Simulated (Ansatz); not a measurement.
## Stationary points along a deformation path in P

Computed with Ansatz 0.2.0, DFT LDA, scalar-relativistic, plane waves, PAW. The runs took a 420 eV cutoff, a Γ-centred 20×20×20 mesh and Gaussian smearing (0.15 eV). No spin polarisation. Energies are free energies at this smearing, counted from the undisturbed cell; pressure is positive in compression.

Reference structure (as given, not relaxed at this level; it stands at -2.1 GPa; this form isn't the usual structure):

```xyz
2
Lattice="-1.6915 2.5152 1.8589 1.6915 -2.5152 1.8589 1.6915 2.5152 -1.8589" Properties=species:S:1:pos:R:3 pbc="T T T"
P     0.0000    3.7727    0.1982
P     1.6915   -1.2576    1.6607
```

At fixed volume and fractional coordinates, lengths along (0.000, 0.000, 1.000) are scaled against those across it; ρ is that ratio over its starting value. V = 15.817 Å³/atom. Δσ is the stress along the axis less the mean stress across it (compression positive).

```csv
ρ,ΔE (meV/atom),Δσ (GPa),space group
0.850,133.9,23.76,Imma
0.920,36.2,13.13,Imma
1.000,0.0,0.02,Imma
1.100,34.9,-10.12,Imma
1.200,111.7,-16.49,Imma
```

Task: How does the stress give the slope of the energy, and where is the energy stationary?

Result: Along the path d ln(length) is 2/3 d ln ρ on the axis and −1/3 d ln ρ across it, so dE/d ln ρ = −(2/3) V Δσ: the energy falls with ρ where Δσ is positive. Δσ vanishes or changes sign at ρ = 1.000 (Imma), a minimum at 0.0 meV/atom. Pairs of stationary points between two samples would go unseen, and could change a minimum read from distant neighbours into a maximum.

Task: Integrate that slope from ρ = 1 to 0.850 by the trapezoid rule.

Result: With V/N in Å³ and 1 eV/Å³ = 160.2 GPa the slopes at ρ = 1.000, 0.920, 0.850 are -1, -864, -1564 meV/atom per unit of ln ρ. The steps add 36.1 + 96.1 = 132.1 meV/atom, against 133.9 from the energies; the trapezoid rule misses the curvature of the slope within each step.

Forces appear on the atoms along this scan, and letting them relax would lower the energy and soften the response. In a metal these slopes depend on the k mesh and the smearing.